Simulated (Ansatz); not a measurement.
AlP in space group Pm-3n (No. 223; Al on 6c, P on 6d) at seven volumes, plane-wave PAW PBE (Ansatz code), scaled uniformly. One row is withheld.

```json
[
 {"V (Å³/atom)": "23.491", "P (GPa)": "?"},
 {"V (Å³/atom)": "24.266", "P (GPa)": "4.52"},
 {"V (Å³/atom)": "25.040", "P (GPa)": "2.08"},
 {"V (Å³/atom)": "25.815", "P (GPa)": "0.00"},
 {"V (Å³/atom)": "26.589", "P (GPa)": "-1.78"},
 {"V (Å³/atom)": "27.364", "P (GPa)": "-3.31"},
 {"V (Å³/atom)": "28.138", "P (GPa)": "-4.61"}
]
```

Question: Fit the shown pressures and predict the withheld one.

Answer: Third-order Birch–Murnaghan: P = (3/2)B₀(x^(7/2) − x^(5/2))[1 + (3/4)(B′ − 4)(x − 1)] with x = (V₀/V)^(2/3). Least squares on the six rows gives V₀ = 25.814 Å³/atom, B₀ = 64.13 GPa, B′ = 4.21. At V = 23.491, x = 1.0649 and P = 7.38 GPa. The run itself gave 7.35 GPa.

The start of the workflow was typed in or built on a structure type; neither database checked (COD, Materials Project) lists it. It is not the phase usual at ambient conditions (space group No. 216). Symmetry was held in the PBE relaxation; whether a distortion lowers the energy is not shown. The volume moved by 26 % from the start of the relaxation.

Potentials: the earlier of the program's two PAW sets.
